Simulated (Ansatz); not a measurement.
Na:
```xyz
2
Lattice="3.5944 0.0000 0.0000 -1.7972 3.1128 0.0000 0.0000 0.0000 5.9657" Properties=species:S:1:pos:R:3 pbc="T T T"
Na     0.0000     2.0752     1.4914
Na     1.7972     1.0376     4.4743
```

Relaxed with LDA. Special points in fractions of this cell's reciprocal vectors: Γ (0.000, 0.000, 0.000); M (0.500, 0.000, 0.000); K (0.333, 0.333, 0.000); A (0.000, 0.000, 0.500); L (0.500, 0.000, 0.500); H (0.333, 0.333, 0.500).

**Question.** List the band energies nearest the Fermi level at these points for LDA in the plane-wave PAW code Ansatz.

**Answer.** In eV from the Fermi level; about four levels below and three above (degenerate sets whole), none deeper than 8.9 eV; … stands for higher levels left out; points with the same levels are listed once.

| k | below | above |
|---|---|---|
| Γ | -3.50 | 0.52 0.93 10.69 10.69 |
| M | – | 0.30 0.43 4.04 |
| K | – | 1.42 1.66 1.66 |
| A | -2.42 -2.42 | 5.68 5.68 … |
| L | – | 1.15 1.15 1.66 1.66 |
| H | – | 2.24 2.24 2.39 2.39 |

Space group P6_3/mmc (hcp (Mg type)). The first step of the workflow began from a Materials Project structure, measured or hypothetical; the Crystallography Open Database files this formula in space group No. 194, but the cells were not matched. It is not the phase usual at ambient conditions (space group No. 229). The cell was relaxed with LDA under the symmetry of its start; its stability against distortions is not shown here.

Potentials: the earlier of the program's two PAW sets. The files were generated under PBE; for other functionals the program regenerates the frozen cores, and for LDA and PBEsol the local potential too.
